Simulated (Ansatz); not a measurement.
The start is a generated trial cell of AlRu in the AFLOW prototype AB_oC8_63_c_c (B33, as in CrB). The structure is fully relaxed (lattice and positions, P = 0) with r2SCAN (plane waves to 500 eV, PAW, scalar-relativistic; Ansatz, a first-principles code). The first steps use a coarse 10×10×10 k-mesh.

Starting cell:
```yaml
crystal:
  lattice:
    - [1.68501, -4.45269, 0.00000]
    - [1.68501, 4.45269, 0.00000]
    - [0.00000, 0.00000, 3.32068]
  atoms:
    - { symbol: Al, position: [0.56400, 0.43600, 0.25000] }
    - { symbol: Al, position: [0.43600, 0.56400, 0.75000] }
    - { symbol: Ru, position: [0.85475, 0.14525, 0.25000] }
    - { symbol: Ru, position: [0.14525, 0.85475, 0.75000] }
```

```yaml
largest_initial_force: 8.23 eV/Å, on Al1, Al2 (atoms numbered as listed)
energy_released: 1.06 eV/atom
Shortest distances (start → end): "The closest pairs of elements (up to four, under 3.6 Å), start → end: Al–Al 2.01 → 2.64 Å; Al–Ru 2.47 → 2.47 Å; Ru–Ru 3.01 → 2.98 Å"
band_gap_at_the_end: no gap (metallic)
optimiser_moves: 13
```

Final values are on a 16×16×11 k-mesh of the relaxed cell. No spin polarisation in the result.

The run could not lower the symmetry of its start; a shaken copy of this end point relaxes with r2SCAN to Pm-3m (No. 221), 0.21 eV/atom lower.

The relaxed structure here is a generated cell of AlRu: the first start was made by placing the elements on the sites of a structure type, and the end was not matched to a known phase here, so it may be hypothetical.
